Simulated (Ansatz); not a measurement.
The start is a relaxed W cell deformed by the Cartesian strain tensor (xx, yy, zz, yz, xz, xy) = (0.049, 0.059, -0.065, -0.046, -0.058, -0.039). Cell shape, volume and atoms are optimised at zero target pressure with r2SCAN (plane waves to 500 eV, PAW, scalar-relativistic; Ansatz, an electronic-structure program). The first steps use a coarse 15×15×14 k-mesh.

Input geometry:
```
W
1.0
   -1.81679     1.66625     1.50065
    1.63139    -1.81362     1.46262
    1.69319     1.69002    -1.64802
W
1
Cartesian
  0.00000   0.00000   0.00000
```

```json
{
 "volume_change": "-3.0 %, from 16.41 to 15.92 Å³/atom",
 "relative_to_the_parent": "It returns to the parent structure, Im-3m (No. 229)",
 "Shortest distances (start → end)": "The closest pairs of elements (up to four, under 3.6 Å), start → end: W–W 2.53 → 2.74 Å",
 "band_gap_at_the_end": "zero (metallic)",
 "optimiser_moves": "12"
}
```

Relaxed structure:

Space group Im-3m (No. 229); a = 3.169 Å, b = 3.169 Å, c = 3.169 Å, α = 90.00°, β = 90.00°, γ = 90.00°

```
atom  site  symmetry       x       y       z
----  ----  --------  ------  ------  ------
W       2a      m-3m  0.0000  0.0000  0.0000
```
(The calculation used a cell of 1 atom; values per cell refer to that cell.)

Final values are on a 21×21×21 k-mesh of the relaxed cell. No spin polarisation in the result.

The run could not lose the symmetry of its start.
